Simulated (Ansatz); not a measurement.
**YPb₃ in the AuCu3-type structure**

The computed numbers are results of PBEsol, scalar-relativistic (no spin polarisation) in the plane-wave PAW code Ansatz at 420 eV, 6×6×6 k-mesh, Gaussian smearing of 0.05 eV; PAW files: Ansatz's generated set soft_2.

```xyz
4
Lattice="4.8069 0.0000 0.0000 0.0000 4.8069 0.0000 0.0000 0.0000 4.8069" Properties=species:S:1:pos:R:3 pbc="T T T"
Y     0.0000    0.0000    0.0000
Pb    0.0000    2.4034    2.4034
Pb    2.4034    2.4034    0.0000
Pb    2.4034    0.0000    2.4034
```

The start was a prototype's sites filled with these elements; the Crystallography Open Database holds the compound in this structure.

Cell and atoms are those of this level's equilibrium.

Path: Γ–X–M–Γ–R–X | R–M, with Γ = (0.000, 0.000, 0.000), X = (0.000, 0.500, 0.000), M = (0.500, 0.500, 0.000), R = (0.500, 0.500, 0.500) in reciprocal vectors of the calculation's cell.

**Question.** Is it a metal or an insulator, and if it has a gap, where are the band edges on this path?

**Answer.** A metal: bands cross the Fermi level.

Bands as a text map, energy in eV from the Fermi level (dashes), each leg drawn with the same width:
```
  4.86 |    *       *   **        *     *          * 
  4.57 |*   *        *      ** ***     *  *          
  4.29 | **  *   *     ****** *   *   *        *  *  
  4.00 |   *       *     *  *    *       *           
  3.71 |  *       * *    ***  ****     **            
  3.43 |  * *           *               *       **   
  3.14 |   *      **      **  *** *     **           
  2.86 |  * **   *  *    * **          ***      *    
  2.57 | * *  *** ** ***    *  *   ****  ************
  2.29 | *  *   **  *      **      ** *   * **** *   
  2.00 |* *  *****      ***  **  *** ****  * ***     
  1.71 | *        *  *** ****  ****    * **     *****
  1.43 |*********  *****   *****      * *  *   ******
  1.14 | *    *   **    *   *      * * *      *  **  
  0.86 | *     ***  *    * **       *  *******       
  0.57 |  *       ** * * **      *       *        ** 
  0.29 |   **   *   *****  ** *          **        **
  0.00 |--*--***-----*-***------*----------*---------
 -0.29 |        *   *     *             *            
 -0.57 |   *     * *       *    *                    
 -0.86 |       *  *      **    *        *  *         
 -1.14 |    * * ** **** *                           *
 -1.43 |     *      ****         *       **        **
 -1.71 |    * **   **   * **   **          *      *  
 -2.00 |        * **    *              *  *       *  
 -2.29 |   *     **      *               **      *   
 -2.57 |  * ******        * * *  *        **         
 -2.86 |****               ***    *   * **      **   
        Γ      X      M      Γ      R      XR       M
```

The calculation's cell holds 53 valence electrons, an odd number. Without magnetic order each band takes two, so one stays part-filled and the crystal must be a metal. (Only strong correlation, outside this picture, could make a Mott insulator of it.)

Spin–orbit coupling, which matters for such heavy elements, is left out.
